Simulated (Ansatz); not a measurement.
CdTe (CsCl type, space group No. 221) under volume change, r²SCAN (plane waves, PAW; program Ansatz), scaled uniformly.

| V (Å³/atom) | E − E(relaxed) (meV/atom) | P (GPa) |
|---|---|---|
| 24.352 | 40.7 | 5.96 |
| 25.155 | 16.9 | 3.60 |
| 25.958 | ___ | ___ |
| 26.761 | 0.0 | 0.00 |
| 27.564 | 3.5 | -1.36 |
| 28.366 | 13.3 | -2.49 |
| 29.169 | ___ | ___ |

### Question
Fill in the missing entries.

### Answer

- 25.958, E − E(relaxed) (meV/atom): 4.0
- 25.958, P (GPa): 1.63
- 29.169, E − E(relaxed) (meV/atom): 28.2
- 29.169, P (GPa): -3.44

### Question
What does a third-order Birch–Murnaghan fit give for V₀, B₀ and B′?

### Answer
V₀ = 26.76 Å³/atom, B₀ = 49.7 GPa, B′ = 5.1.

Space group Pm-3m (CsCl type). The start of the workflow was typed in or built on a structure type; neither database checked (COD, Materials Project) lists it. It is not the phase usual at ambient conditions (space group No. 216). The cell was relaxed with r²SCAN under the symmetry of its start. At this level the phase is mechanically unstable. The volume moved by 17 % from the start of the relaxation. Scalar-relativistic: spin–orbit coupling is off unless named, which matters more the heavier the elements.

Potentials: the later of the program's two PAW sets.
